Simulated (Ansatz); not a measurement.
**NMR crystallography of TiO2 with Au replacing Ti: given against relaxed positions**

Start: a supercell of TiO2 (rutile type, P4_2/mnm) built from an entry of the Crystallography Open Database (COD), with all atoms left at the host's positions.

Space group Pmmm (No. 47); a = 6.4944, b = 6.4944, c = 8.8722 Å.

| site | Wyckoff | site symmetry | x | y | z |
| --- | --- | --- | --- | --- | --- |
| Au | 1a | mmm | 0.0000 | 0.0000 | 0.0000 |
| Ti2 | 2q | mm2 | 0.0000 | 0.0000 | 0.3333 |
| Ti4 | 1f | mmm | 0.5000 | 0.5000 | 0.0000 |
| Ti5 | 2t | mm2 | 0.5000 | 0.5000 | 0.3333 |
| Ti7 | 2s | mm2 | 0.5000 | 0.0000 | 0.1667 |
| Ti8 | 1d | mmm | 0.5000 | 0.0000 | 0.5000 |
| Ti10 | 2r | mm2 | 0.0000 | 0.5000 | 0.1667 |
| Ti11 | 1g | mmm | 0.0000 | 0.5000 | 0.5000 |
| O13 | 2i | 2mm | 0.3050 | 0.0000 | 0.0000 |
| O14 | 4w | .m. | 0.3050 | 0.0000 | 0.3333 |
| O16 | 2k | 2mm | 0.8050 | 0.5000 | 0.0000 |
| O17 | 4x | .m. | 0.8050 | 0.5000 | 0.3333 |
| O19 | 4v | m.. | 0.5000 | 0.3050 | 0.1667 |
| O20 | 2p | m2m | 0.5000 | 0.3050 | 0.5000 |
| O22 | 4u | m.. | 0.0000 | 0.8050 | 0.1667 |
| O23 | 2n | m2m | 0.0000 | 0.8050 | 0.5000 |

One atom of each set is listed.

Method: Kohn–Sham DFT in Ansatz, PBE, plane waves and PAW, scalar-relativistic, 420 eV cutoff, Γ-centred 3×3×2 k-points, Fermi–Dirac smearing 0.01 eV, cell charge -1.

The largest force at the start is 2.8 eV/Å. Relaxing the ions at fixed cell moves them by 0.210 Å at most (atom 34, O) and 0.073 Å rms.

```json
{"site": "Au", "moved (Å)": "0.000", "first shell before": "6 O at 1.95–1.98 Å", "first shell after": "6 O at 2.03–2.15 Å", "V_zz before (10²¹ V/m²)": "-35.5", "η before": "0.43"}
{"site": "Ti2", "moved (Å)": "0.023", "first shell before": "6 O at 1.95–1.98 Å", "first shell after": "6 O at 1.89–1.98 Å", "V_zz before (10²¹ V/m²)": "-2.76", "η before": "0.25"}
{"site": "Ti5", "moved (Å)": "0.006", "first shell before": "6 O at 1.95–1.98 Å", "first shell after": "6 O at 1.95 Å", "V_zz before (10²¹ V/m²)": "-1.83", "η before": "0.52"}
{"site": "Ti7", "moved (Å)": "0.026", "first shell before": "6 O at 1.95–1.98 Å", "first shell after": "6 O at 1.93–1.98 Å", "V_zz before (10²¹ V/m²)": "-3.02", "η before": "0.84"}
{"site": "Ti8", "moved (Å)": "0.000", "first shell before": "6 O at 1.95–1.98 Å", "first shell after": "6 O at 1.94–1.97 Å", "V_zz before (10²¹ V/m²)": "-2.40", "η before": "0.34"}
{"site": "Ti10", "moved (Å)": "0.000", "first shell before": "6 O at 1.95–1.98 Å", "first shell after": "6 O at 1.89–1.99 Å", "V_zz before (10²¹ V/m²)": "-2.64", "η before": "0.10"}
{"site": "Ti11", "moved (Å)": "0.000", "first shell before": "6 O at 1.95–1.98 Å", "first shell after": "6 O at 1.94–1.97 Å", "V_zz before (10²¹ V/m²)": "-2.26", "η before": "0.29"}
{"site": "O13", "moved (Å)": "0.051", "first shell before": "2 Ti at 1.95 Å, 1 Au at 1.98 Å", "first shell after": "2 Ti at 1.93 Å, 1 Au at 2.03 Å", "V_zz before (10²¹ V/m²)": "8.74", "η before": "0.33"}
{"site": "O16", "moved (Å)": "0.003", "first shell before": "3 Ti at 1.95–1.98 Å", "first shell after": "3 Ti at 1.95–1.98 Å", "V_zz before (10²¹ V/m²)": "-2.25", "η before": "0.98"}
{"site": "O17", "moved (Å)": "0.048", "first shell before": "3 Ti at 1.95–1.98 Å", "first shell after": "3 Ti at 1.94–1.99 Å", "V_zz before (10²¹ V/m²)": "2.25", "η before": "0.91"}
{"site": "O20", "moved (Å)": "0.013", "first shell before": "3 Ti at 1.95–1.98 Å", "first shell after": "3 Ti at 1.95–1.97 Å", "V_zz before (10²¹ V/m²)": "2.39", "η before": "0.91"}
{"site": "O22", "moved (Å)": "0.210", "first shell before": "2 Ti at 1.95–1.98 Å, 1 Au at 1.95 Å", "first shell after": "2 Ti at 1.89 Å, 1 Au at 2.15 Å", "V_zz before (10²¹ V/m²)": "11.36", "η before": "0.40"}
{"site": "O23", "moved (Å)": "0.009", "first shell before": "3 Ti at 1.95–1.98 Å", "first shell after": "3 Ti at 1.94–1.97 Å", "V_zz before (10²¹ V/m²)": "2.35", "η before": "0.97"}
```

Problem. What are V_zz and η after the relaxation?

Solution. 

```json
{"site": "Au", "V_zz after": "12.19", "η after": "0.42", "change of V_zz": "+47.66"}
{"site": "Ti2", "V_zz after": "3.62", "η after": "0.33", "change of V_zz": "–"}
{"site": "Ti5", "V_zz after": "1.61", "η after": "0.16", "change of V_zz": "–"}
{"site": "Ti7", "V_zz after": "-3.28", "η after": "0.28", "change of V_zz": "-0.26"}
{"site": "Ti8", "V_zz after": "-1.99", "η after": "0.16", "change of V_zz": "+0.41"}
{"site": "Ti10", "V_zz after": "-5.00", "η after": "0.74", "change of V_zz": "–"}
{"site": "Ti11", "V_zz after": "1.76", "η after": "0.87", "change of V_zz": "–"}
{"site": "O13", "V_zz after": "11.34", "η after": "0.29", "change of V_zz": "+2.60"}
{"site": "O16", "V_zz after": "2.41", "η after": "0.96", "change of V_zz": "–"}
{"site": "O17", "V_zz after": "-3.00", "η after": "0.74", "change of V_zz": "–"}
{"site": "O20", "V_zz after": "-3.02", "η after": "0.79", "change of V_zz": "–"}
{"site": "O22", "V_zz after": "7.69", "η after": "0.34", "change of V_zz": "-3.67"}
{"site": "O23", "V_zz after": "2.66", "η after": "0.29", "change of V_zz": "+0.31"}
```

The largest change of V_zz along a kept axis is on Au, from -35.5 to 12.19. In per cent, |V_zz| changes by -17 to +9 on Ti, -32 to +30 on O (all sites that start above 2, bar those whose gradient vanishes or changes sign or whose main axis turns by over 40°). Where |V_zz| stays above 0.1 and the axes keep their order, η moves most on O23, from 0.97 to 0.29. V_zz changes sign on Au (same axis). On Ti2, Ti10, O20, Ti11, O16, O17, Ti5 the largest principal value lies along another axis in the second run, so the two V_zz can't be compared directly. The table leaves out 3 of the 16 sites, with |V_zz| up to 2.58; their tensors move by 0.51 at most along any direction. The statements above cover all sites. The host's own positions weren't relaxed first, so part of the change far from the defect can be the host's relaxation.

The run isn't spin-polarised, and a state with spin may lie lower. The defect repeats with the cell of 36 atoms, so it feels its images: sites between two images don't show the values beside a lone defect, and zeros or small values of η there can come from the images' arrangement. O and Ti carry a gradient in the pure host already, so the values there aren't the defect's effect alone. A uniform background compensates the cell's charge. The defect cell has no gap above 0.1 eV on its mesh, so the values can hang on the smearing and the k-mesh. Spin–orbit coupling is left out, which shifts gradients on Au by a few per cent in wide-gap crystals, and can shift them far more where the calculated gap is small or absent, as here. The cell keeps the host's lattice, where the PBE pressure is 9 GPa (in a charged cell this depends on the convention for the mean potential).
Before: The neighbours have not yet relaxed around the defect (largest force 2.8 eV/Å), so a real crystal will differ.
After: The relaxation keeps the site symmetry mmm of the start, so the impurity can't leave its site; a distortion that would localise the partly filled state isn't explored.
